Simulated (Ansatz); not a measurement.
TiSe in space group Pnma (No. 62; Ti on 4c, Se on 4c) under volume change, the program Ansatz at the r²SCAN level (PAW), shape and atoms relaxed at each volume.

| V (Å³/atom) | E − E(relaxed) (meV/atom) | P (GPa) |
|---|---|---|
| 15.938 | 58.3 | 12.97 |
| 16.464 | 24.3 | 7.89 |
| 16.989 | ? | ? |
| 17.515 | 0.0 | 0.00 |
| 18.040 | 5.0 | -2.98 |
| 18.565 | ? | ? |
| 19.091 | 39.8 | -7.32 |

Problem. Complete the blanks.

Solution. 
- 16.989, E − E(relaxed) (meV/atom): 5.7
- 16.989, P (GPa): 3.60
- 18.565, E − E(relaxed) (meV/atom): 18.9
- 18.565, P (GPa): -5.41

Problem. What does a third-order Birch–Murnaghan fit give for V₀, B₀ and B′?

Solution. V₀ = 17.52 Å³/atom, B₀ = 107 GPa, B′ = 5.3.

The workflow started from an entry of the Crystallography Open Database (COD), which files this formula under 2 space groups. Whether it is the stable phase at ambient conditions was not checked. The r²SCAN relaxation kept the symmetry of its start; its stability against distortions is not shown here. No spin polarisation was allowed.

Potentials: the later of the program's two PAW sets.
